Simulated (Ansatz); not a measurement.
## MgCo2P2O8F2 — contact hyperfine fields

Cell: a computed structure from the Materials Project (it need not be an observed phase), taken as it stands.

```
Mg Co P O F
1.0
     5.15361    0.00000    0.00000
    -0.18881    5.37754    0.00000
    -2.25921   -2.71191    6.44266
Mg Co P O F
1 2 2 8 2
Cartesian
  1.4357 -1.3523 3.2326
  5.1409 0.0019 0.0184
  1.3318 1.3366 3.2441
  3.9006 2.5205 1.5827
  -1.2292 0.1490 4.8977
  -1.2493 1.5417 5.5678
  -1.2946 -1.0278 5.8487
  2.7570 0.0858 3.8457
  0.1198 0.0585 4.0960
  3.9685 3.7009 0.6350
  -0.0920 2.5889 2.6432
  2.5460 2.6087 2.3772
  3.9333 1.1260 0.9167
  1.4906 2.6969 4.7400
  1.1924 -0.0177 1.7407
```

Sites (sets of like atoms) are named by element and the number of their first atom in this list.

The numbers come from a DFT calculation in Ansatz (PBE+U (U = 2.4 eV on Co d), plane waves and PAW, scalar-relativistic, collinear spin, 420 eV cutoff, Γ-centred 4×4×3 k-points, Fermi–Dirac smearing 0.02 eV). Start moments as typed (μB): 0 4 -4 0 0 0 0 0 0 0 0 0 0 0 0 by atom. The program fits them to the shells of the files, so those used differ somewhat.

B_c = (2μ₀/3)μB(ρ↑ − ρ↓), with the spin density averaged over the Thomson radius around the nucleus, 7.77 T per e/Å³, positive along the up direction of the run. The valence column is what the valence and semicore waves of the PAW files give as listed; the rest comes from solving these waves and the inner shells again in each spin's potential.

Question: Give the site moments and the Fermi-contact fields.

Answer: The cell's net moment is 0.00 μB; the site moments, counted in spheres around the atoms, add up to -0.07 μB, and the difference lies between the spheres. One atom of each set is listed.

| site | atom | m (μB) | B_c (T) | valence column (T) | rest (T) |
| --- | --- | --- | --- | --- | --- |
| Mg | 1 | 0.00 | 0.6 | 0.5 | 0.0 |
| Co2 | 2 | 2.90 | -21.7 | 41.3 | -63.0 |
| Co3 | 3 | -2.90 | 25.7 | -36.3 | 62.0 |
| P4 | 4 | 0.00 | 2.0 | 2.0 | 0.1 |
| P5 | 5 | 0.00 | 2.0 | 1.9 | 0.1 |
| O6 | 6 | 0.15 | 6.4 | 8.4 | -2.0 |
| O7 | 7 | 0.04 | 6.4 | 6.8 | -0.4 |
| O8 | 8 | -0.09 | -5.0 | -6.2 | 1.2 |
| O9 | 9 | -0.11 | -4.9 | -6.3 | 1.4 |
| O10 | 10 | 0.04 | 6.4 | 6.8 | -0.4 |
| O11 | 11 | -0.09 | -5.0 | -6.2 | 1.2 |
| O12 | 12 | -0.11 | -4.9 | -6.3 | 1.4 |
| O13 | 13 | 0.15 | 6.5 | 8.4 | -2.0 |
| F14 | 14 | -0.03 | 0.4 | 0.1 | 0.4 |
| F15 | 15 | -0.03 | 0.4 | 0.0 | 0.4 |

On Co3 the field amounts to -8.9 T per μB of the site's moment: core polarisation sets it against the moment.

The magnetic order is the one that the run reached from its start moments, not necessarily the measured one. Semilocal functionals underestimate core polarisation, so for a given moment the contact field on a magnetic ion comes out too small, by up to a factor of two. Orbital and dipolar fields are left out; they are small for half-filled shells and for d³ or d⁸ ions in regular octahedra, but can rival the contact field on other open-shell ions, and on Co(II) among six neighbours they can exceed it. Fields under about 2 T can be off by more than a tenth.
